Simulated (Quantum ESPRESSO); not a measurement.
# Band energies of Sr₂RuH₆

```
CELL_PARAMETERS angstrom
      0.00000     3.79987     3.79987
      3.79987     0.00000     3.79987
      3.79987     3.79987     0.00000
ATOMIC_POSITIONS crystal
  H  0.77408 0.77408 0.22592
  H  0.22592 0.22592 0.77408
  H  0.22592 0.77408 0.77408
  H  0.77408 0.22592 0.22592
  H  0.77408 0.22592 0.77408
  H  0.22592 0.77408 0.22592
  Sr 0.75000 0.75000 0.75000
  Sr 0.25000 0.25000 0.25000
  Ru 0.00000 0.00000 0.00000
```

norm-conserving LDA (Quantum ESPRESSO, 88 Ry, no spin-orbit coupling); path ΓXWKΓLUWLK,UX; energies in eV from the valence-band maximum.

```
k (1/Å)  point  band 17  band 18  band 19  band 20  band 21  band 22  band 23  band 24
-------  -----  -------  -------  -------  -------  -------  -------  -------  -------
0.00         Γ    -2.11    -2.11     0.00     0.00     0.00     3.70     3.70     4.71
0.21              -2.01    -2.01    -0.07    -0.01    -0.01     3.62     3.66     5.14
0.41              -1.76    -1.76    -0.27    -0.02    -0.02     3.05     3.57     5.15
0.62              -1.49    -1.49    -0.51    -0.05    -0.05     2.34     3.44     4.35
0.83         X    -1.36    -1.36    -0.62    -0.06    -0.06     2.05     3.38     4.10
1.24         W    -2.27    -1.42    -0.18    -0.18    -0.05     2.45     3.94     3.94
1.24         K    -2.05    -1.26    -0.31    -0.08    -0.08     2.36     3.79     4.14
1.42              -2.19    -1.26    -0.15    -0.15    -0.08     2.72     3.76     4.32
1.59              -1.91    -1.43    -0.22    -0.07    -0.06     3.20     3.62     4.52
1.94              -2.04    -2.00    -0.04    -0.01     0.00     3.67     3.68     5.00
2.12         Γ    -2.11    -2.11     0.00     0.00     0.00     3.70     3.70     4.71
2.30              -2.01    -2.01    -0.04    -0.01    -0.01     3.68     3.68     5.01
2.48              -1.75    -1.75    -0.15    -0.04    -0.04     3.66     3.66     5.20
2.83         L    -1.34    -1.34    -0.31    -0.08    -0.08     3.71     3.71     4.03
3.00              -1.54    -1.32    -0.26    -0.10    -0.08     3.15     3.74     4.62
3.17              -1.95    -1.27    -0.23    -0.11    -0.08     2.65     3.85     4.21
3.34         U    -2.05    -1.26    -0.31    -0.08    -0.08     2.36     3.79     4.14
3.34         W    -2.27    -1.42    -0.18    -0.18    -0.05     2.45     3.94     3.94
3.49              -2.14    -1.36    -0.18    -0.17    -0.06     2.52     3.87     4.04
3.63              -1.82    -1.31    -0.21    -0.13    -0.07     2.78     3.79     4.32
3.78              -1.49    -1.33    -0.27    -0.09    -0.08     3.24     3.73     4.55
3.92         L    -1.34    -1.34    -0.31    -0.08    -0.08     3.71     3.71     4.03
4.18              -1.74    -1.29    -0.23    -0.11    -0.08     2.87     3.79     4.41
4.30              -2.05    -1.26    -0.24    -0.10    -0.08     2.55     3.88     4.12
4.43         K    -2.05    -1.26    -0.31    -0.08    -0.08     2.36     3.79     4.14
4.43         U    -2.05    -1.26    -0.31    -0.08    -0.08     2.36     3.79     4.14
4.72         X    -1.36    -1.36    -0.62    -0.06    -0.06     2.05     3.38     4.10
```

The LDA gap is indirect, 2.05 eV, from Γ to X; the smallest direct gap is 2.11 eV.

Spin-orbit splittings are left out.

Geometry of the Materials Project entry, not relaxed at this level.
